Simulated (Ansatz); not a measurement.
The following input was run with Ansatz 0.2.0.

```yaml
crystal:
  lattice:
    - [0.0, 3.7793804798, 3.7793804798]
    - [3.7793804798, 0.0, 3.7793804798]
    - [3.7793804798, 3.7793804798, 0.0]
  atoms:
    - { symbol: Ca, position: [0.25, 0.25, 0.25] }
    - { symbol: Ca, position: [0.0, 0.0, 0.0] }
    - { symbol: Ir, position: [0.625, 0.625, 0.625] }
    - { symbol: Ir, position: [0.125, 0.625, 0.625] }
    - { symbol: Ir, position: [0.625, 0.125, 0.625] }
    - { symbol: Ir, position: [0.625, 0.625, 0.125] }
basis:
  ecutwfc: 420
kpoints:
  mp_grid: { grid: [8, 8, 8] }
hamiltonian:
  xc: pbesol
scf:
  occupations: { method: gaussian, width: 0.1 }
output:
  forces: true
  stress: true
  eigenvalues: true
```

Command:
```bash
ansatz run input.yaml --threads 2 --pin off --max-ram 5120MiB --backend cpu --events-out ev --progress --plain --runs-dir out
```

Computed with DFT PBEsol, scalar-relativistic, plane waves, PAW in Ansatz.

From the run's log, abridged:

```
Pseudopotentials: kind: paw
Pseudopotential: Ca, paw, valence charge 10, recommended cutoff 420 eV (normal)
Pseudopotential: Ir, paw, valence charge 17, recommended cutoff 420 eV (normal)
Functional definition: PBEsol
Crystal: 6 atoms, lattice volume = 107.967 Å³
Basis set: ecut = 420 eV, 2085 PW (Γ), exchange–correlation on 72×72×72 points (8 copies of the dense FFT grid, shifted against one another)
Bands: 53, of which v1, the nominal top of the filled ones, is band 44 counted from 1 (43 counted from 0)
Symmetry: 48 space group operations
Space group: Fd-3m (ITA 227), of the structure as read, at distance tolerance 4.8e-5 Å
k-points: 29 of 512
Initial density: superposition of atomic densities (neutral atoms: chi_scale 0, normalization atom), corrected by the library's trained network
Initial wavefunctions: pseudopotential atomic-orbital guess
Functional: x = pbesol(κ = 0.804, μ = 0.12345679), c = pbesol(β = 0.046)
SCF iter   1: F=—  HF=-50786.066506 eV  |F-HF|=—  |Δ(HF+E_count)|=         —  Δρ=7.75e-3  dr2=7.38e-2  ethr=1.77e-3  ⟨swp⟩=8.0  Hψ=5923  notcnv=0  defer=6
SCF iter   2: F=—  HF=-50786.054348 eV  |F-HF|=—  |Δ(HF+E_count)|=   1.22e-2  Δρ=4.63e-3  dr2=4.04e-2  ethr=8.38e-5  ⟨swp⟩=1.0  Hψ=1770  notcnv=0  defer=8
SCF iter   3: F=—  HF=-50786.046226 eV  |F-HF|=—  |Δ(HF+E_count)|=   8.12e-3  Δρ=1.70e-3  dr2=2.93e-3  ethr=4.60e-5  ⟨swp⟩=2.0  Hψ=2024  notcnv=0  defer=8
SCF iter   4: F=—  HF=-50786.045525 eV  |F-HF|=—  |Δ(HF+E_count)|=   7.01e-4  Δρ=3.90e-4  dr2=3.42e-4  ethr=3.33e-6  ⟨swp⟩=2.0  Hψ=2027  notcnv=0  defer=8
SCF iter   5: F=—  HF=-50786.045470 eV  |F-HF|=—  |Δ(HF+E_count)|=   5.51e-5  Δρ=1.88e-4  dr2=1.33e-4  ethr=3.89e-7  ⟨swp⟩=1.7  Hψ=1527  notcnv=0  defer=8
SCF iter   6: F=—  HF=-50786.045450 eV  |F-HF|=—  |Δ(HF+E_count)|=   2.07e-5  Δρ=9.03e-5  dr2=2.43e-5  ethr=1.51e-7  ⟨swp⟩=2.1  Hψ=1722  notcnv=0  defer=8
SCF iter   7: F=—  HF=-50786.045443 eV  |F-HF|=—  |Δ(HF+E_count)|=   6.39e-6  Δρ=1.01e-5  dr2=2.40e-7  ethr=2.76e-8  ⟨swp⟩=2.0  Hψ=1979  notcnv=0  defer=9
SCF iter   8: F=-50786.045443 eV  HF=-50786.045443 eV  |F-HF|=5.21e-9  |Δ(HF+E_count)|=   5.66e-8  Δρ=2.17e-6  dr2=7.89e-9  ethr=1.14e-10  ⟨swp⟩=8.6  Hψ=5677  notcnv=0
SCF 1 converged in 8 iterations: F = -50786.045443 eV  dr2 = 7.89e-9
SCF converged after 8 iterations
Free energy (F): -50786.045443 eV
Harris-Foulkes:  -50786.045443 eV  (|F-HF|=5.21e-9)
Internal energy: -50786.015369 eV  (E = F + TS)
E sigma→0 (E₀):  -50786.030406 eV
Entropy (-TS):   -0.030074 eV (-5.012 meV/atom)
Fermi energy:    16.628319 eV
--- Per-component energies (eV) ---
  E_band       = -954.689699
  E_kinetic    = 3046.955286
  E_local      = -7661.956620  (includes V_loc(G=0)·N_el)
  E_nonlocal   = 437.847198
  E_hartree    = 2914.812321
  E_xc         = -1336.076524
  E_vxc        = -1537.421692  (∫ρ·V_xc dr)
  E_paw        = -38029.594984  (= ΣΔE_a)
  E_vpaw       = -1069.730837  (= ΣTr[D̂ρ^β])
  E_aug_tail   = 0.000225  (compensation charges beyond the density's cutoff)
  E_ewald      = -10159.300999
  E_core_change = 1.298728  (= ΣΔE_core)
  E_smearing   = -0.030074  (= −TS)
--- Forces (eV/Å), atoms counted from 1 ---
  atom   1  Ca     0.00000000     0.00000000     0.00000000
  atom   2  Ca     0.00000000     0.00000000     0.00000000
  atom   3  Ir     0.00000000     0.00000000     0.00000000
  atom   4  Ir     0.00000000     0.00000000     0.00000000
  atom   5  Ir     0.00000000     0.00000000     0.00000000
  atom   6  Ir     0.00000000     0.00000000     0.00000000
--- Stress (GPa, compression-positive) ---
       -5.084824       0.000000       0.000000
        0.000000      -5.084824       0.000000
        0.000000       0.000000      -5.084824
  P = ⅓ Tr σ = -5.0848 GPa (-50.848 kbar)
--- Band table (eV; the first three rows and the last of 29) ---
  k-point 0: bands = ["-75.1169", "-75.0616", "-75.0616", "-75.0616", "-32.7046", "-32.1679", "-32.1679", "-32.1679", "-31.9014", "-31.9014", "-31.7289", "-31.7289", "-31.7289", "-31.6335", "-31.6335", "-31.6335", "-22.8768", "-22.7835", "-4.1390", "-4.1390", "-4.1390", "-3.9048", "-3.9048", "-3.9048", "8.0245", "10.8998", "11.2006", "11.2006", "11.2006", "12.5964", "12.5964", "13.0165", "13.0165", "13.0165", "16.1610", "16.1610", "16.1610", "16.3740", "16.3740", "16.3740", "16.4717", "16.4717", "17.6555", "17.6555", "17.6555", "17.7927", "17.7927", "17.9699", "19.0807", "19.0807", "19.0807", "20.8922", "20.8922"]
  k-point 1: bands = ["-75.1153", "-75.0631", "-75.0616", "-75.0616", "-32.6861", "-32.1703", "-32.1611", "-32.1611", "-31.8972", "-31.8972", "-31.7470", "-31.7316", "-31.7316", "-31.6424", "-31.6424", "-31.6335", "-22.8739", "-22.7861", "-4.1418", "-4.1418", "-4.1366", "-3.9101", "-3.9014", "-3.9014", "8.1801", "11.0241", "11.2498", "11.2963", "11.2963", "12.6547", "12.6547", "12.9602", "13.0857", "13.0857", "15.8120", "16.0373", "16.0373", "16.0779", "16.0779", "16.3583", "16.4154", "16.4154", "17.1359", "17.4233", "17.4233", "17.8865", "18.0288", "18.0288", "19.0806", "19.3316", "19.3316", "20.7884", "20.7884"]
  k-point 2: bands = ["-75.1111", "-75.0674", "-75.0616", "-75.0616", "-32.6372", "-32.1778", "-32.1442", "-32.1442", "-31.8835", "-31.8835", "-31.7931", "-31.7428", "-31.7428", "-31.6632", "-31.6632", "-31.6335", "-22.8661", "-22.7933", "-4.1483", "-4.1483", "-4.1373", "-3.9159", "-3.8935", "-3.8935", "8.5987", "11.3176", "11.4620", "11.5388", "11.5388", "12.8221", "12.8308", "12.8308", "13.3145", "13.3145", "15.0327", "15.4156", "15.4156", "15.6646", "15.6646", "15.7346", "16.3210", "16.3737", "16.3737", "16.9411", "16.9411", "18.0831", "18.5269", "18.5269", "19.0803", "19.7273", "19.7273", "20.5896", "20.5896"]
  k-point 28: bands = ["-75.0893", "-75.0893", "-75.0616", "-75.0616", "-32.3866", "-32.3866", "-32.0647", "-32.0647", "-31.8745", "-31.8745", "-31.8141", "-31.8141", "-31.7306", "-31.7306", "-31.6932", "-31.6932", "-22.8290", "-22.8290", "-4.1943", "-4.1943", "-4.0230", "-4.0230", "-3.8539", "-3.8539", "10.7700", "10.7700", "12.4096", "12.4096", "13.0048", "13.0048", "13.0526", "13.0526", "13.5376", "13.5376", "13.9272", "13.9272", "14.2859", "14.2859", "14.8159", "14.8159", "15.5892", "15.5892", "15.7796", "15.7796", "16.9538", "16.9538", "18.0714", "18.0714", "20.3882", "20.3882", "20.5532", "20.5532", "21.8106"]
```

The run converged.

Time: 2.2 s on 2 threads of Intel(R) Xeon(R) 6975P-C (Granite Rapids), with other jobs on the host, peak memory 0.5 GiB.

Spin–orbit coupling is left out, which can shift energies with elements as heavy as these.